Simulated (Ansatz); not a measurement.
Ba$_{2}$CdB$_{2}$O$_{6}$:
```cif
data_B2Ba2CdO6
_chemical_formula_sum 'Ba2 Cd1 B2 O6'
_space_group_name_H-M_alt 'P 1'
_space_group_IT_number 1
_cell_length_a 5.54302
_cell_length_b 5.54302
_cell_length_c 6.56458
_cell_angle_alpha 65.214
_cell_angle_beta 114.786
_cell_angle_gamma 121.996
loop_
_space_group_symop_operation_xyz
  'x, y, z'
loop_
_atom_site_label
_atom_site_type_symbol
_atom_site_fract_x
_atom_site_fract_y
_atom_site_fract_z
_atom_site_occupancy
Ba1 Ba 0.78944 0.21056 0.31277 1
Ba2 Ba 0.21056 0.78944 0.68723 1
Cd1 Cd 0.00000 0.00000 0.00000 1
B1 B 0.43966 0.56034 0.24090 1
B2 B 0.56034 0.43966 0.75910 1
O1 O 0.74346 0.70067 0.27400 1
O2 O 0.25654 0.29933 0.72600 1
O3 O 0.70067 0.74346 0.72600 1
O4 O 0.29933 0.25654 0.27400 1
O5 O 0.28160 0.71840 0.17291 1
O6 O 0.71840 0.28160 0.82709 1
```

Relaxed with r²SCAN. r²SCAN (plane waves, PAW; program Ansatz) gives a gap of 3.96 eV.

Q: What gap does HSE06 give on the same cell (Ansatz, PAW)?

A: 5.04 eV, 1.07 eV more. The hybrid was solved on a coarser mesh and at special points; its gap is the smallest among all of these.

Cost on shared cores: the r²SCAN run (SCF on a 6×6×5 mesh, then bands and DOS) very roughly 5 core-minutes, the HSE06 run (SCF on 4×4×3, then a few points) around 5 core-minutes (rough); the tasks are unlike.

Space group C2/m. The first step of the workflow began from a Materials Project structure, measured or hypothetical; the Crystallography Open Database copy checked does not list it. Whether it is the stable phase at ambient conditions was not checked. The cell was relaxed with r²SCAN under the symmetry of its start; its stability against distortions is not shown here. Scalar-relativistic: spin–orbit coupling is off unless named, which matters more the heavier the elements.

Potentials: the later of the program's two PAW sets.
